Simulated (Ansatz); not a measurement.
The relaxation started from an entry of Materials Project.

A relaxed cell of Rb$_{3}$NbO$_{8}$ (I-42m (No. 121)), relaxed on a k-mesh at least as fine as the one used below. Method: r2SCAN (plane waves to 500 eV, PAW, scalar-relativistic; Ansatz, a quantum-chemistry and plane-wave program). Γ-centred k-mesh 4×4×4 on the run's cell (coarser than for final values), Fermi–Dirac smearing 0.05 eV.

```
CELL_PARAMETERS angstrom
     -3.55030     3.55030     3.98079
      3.55030    -3.55030     3.98079
      3.55030     3.55030    -3.98079
ATOMIC_POSITIONS crystal
  Rb 0.50000 0.50000 0.00000
  Rb 0.25000 0.75000 0.50000
  Rb 0.75000 0.25000 0.50000
  Nb 0.00000 0.00000 0.00000
  O  0.95015 0.67960 0.00000
  O  0.32040 0.32040 0.27055
  O  0.67960 0.95015 0.00000
  O  0.04985 0.04985 0.72945
  O  0.77505 0.18400 0.00000
  O  0.81600 0.81600 0.59105
  O  0.18400 0.77505 0.00000
  O  0.22495 0.22495 0.40895
```

The atoms are displaced by (Å):

```
atom      ux      uy      uz
----  ------  ------  ------
Rb1   -0.049  -0.003  -0.045
Rb2   -0.061  -0.076  -0.047
Rb3    0.035   0.181  -0.080
Nb4    0.037   0.156  -0.019
O5    -0.082   0.054  -0.179
O6     0.001  -0.009   0.069
O7    -0.077   0.030  -0.025
O8    -0.100   0.078  -0.014
O9     0.134  -0.011   0.059
O10    0.088  -0.020  -0.010
O11    0.093   0.128   0.081
O12   -0.077   0.021   0.193
```

**Question.** What forces (eV/Å) and pressure result?

**Answer.** 
```json
[
 {"atom": "Rb1", "Fx": "0.15", "Fy": "0.05", "Fz": "-0.03"},
 {"atom": "Rb2", "Fx": "0.15", "Fy": "0.50", "Fz": "0.00"},
 {"atom": "Rb3", "Fx": "-0.40", "Fy": "-0.37", "Fz": "0.00"},
 {"atom": "Nb4", "Fx": "-2.53", "Fy": "-4.10", "Fz": "0.14"},
 {"atom": "O5", "Fx": "0.56", "Fy": "0.56", "Fz": "3.51"},
 {"atom": "O6", "Fx": "-1.22", "Fy": "-0.91", "Fz": "2.84"},
 {"atom": "O7", "Fx": "1.21", "Fy": "-0.24", "Fz": "2.30"},
 {"atom": "O8", "Fx": "1.13", "Fy": "0.80", "Fz": "-0.71"},
 {"atom": "O9", "Fx": "-1.77", "Fy": "1.66", "Fz": "-1.99"},
 {"atom": "O10", "Fx": "-0.17", "Fy": "0.30", "Fz": "-0.38"},
 {"atom": "O11", "Fx": "0.02", "Fy": "-0.82", "Fz": "-2.52"},
 {"atom": "O12", "Fx": "2.86", "Fy": "2.58", "Fz": "-3.14"}
]
```

Pressure -1.3 GPa.

**Question.** Estimate the energy cost of the displacement in the harmonic approximation and compare with the calculation.

**Answer.** For a harmonic well ΔE = −½ Σ F·u = 1.487 eV a cell, or 124 meV/atom. The calculated energy relative to the undisplaced cell is +0.131 eV/atom, so the harmonic estimate holds well.

The relaxed cell holds bonded O–O pairs (1.48 Å). No spin polarisation in the result.

The run that gave the undisplaced cell could not lose the symmetry of its start; a randomly shaken copy of 12 atoms returns to this structure.
